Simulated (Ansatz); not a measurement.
Ga2O3 (corundum)

```
CELL_PARAMETERS angstrom
      2.52897     1.46010     4.54140
     -2.52897     1.46010     4.54140
      0.00000    -2.92020     4.54140
ATOMIC_POSITIONS crystal
  Ga 0.35584 0.35584 0.35584
  Ga 0.14416 0.14416 0.14416
  Ga 0.64416 0.64416 0.64416
  Ga 0.85584 0.85584 0.85584
  O  0.55310 0.94690 0.25000
  O  0.25000 0.55310 0.94690
  O  0.94690 0.25000 0.55310
  O  0.44690 0.05310 0.75000
  O  0.75000 0.44690 0.05310
  O  0.05310 0.75000 0.44690
```

The volume is varied about the relaxed value V₀ at fixed cell shape. The atoms relax within the cell's symmetry.

Calculation: PBE (plane waves to 420 eV, PAW, scalar-relativistic; Ansatz, a program for electronic structure). k mesh 8×8×8 (Γ-centred), Fermi-Dirac smearing 0.05 eV. Stress and pressure are positive under compression. Ga2O3 was relaxed with its symmetry unable to fall. The PAW data are Ansatz's earlier set.

At one point of the scan the stress tensor (GPa) is:

```
   -5.8      0.0      0.0
    0.0     -5.8      0.0
    0.0      0.0     -5.1
```

Which point is it?
A. V/V₀ = 1.030
B. V/V₀ = 1.045
C. V/V₀ = 1.015
D. V/V₀ = 1.060

A, V/V₀ = 1.030

(Under strain, the slope of the energy per volume gives the stress and its curvature an elastic modulus.)
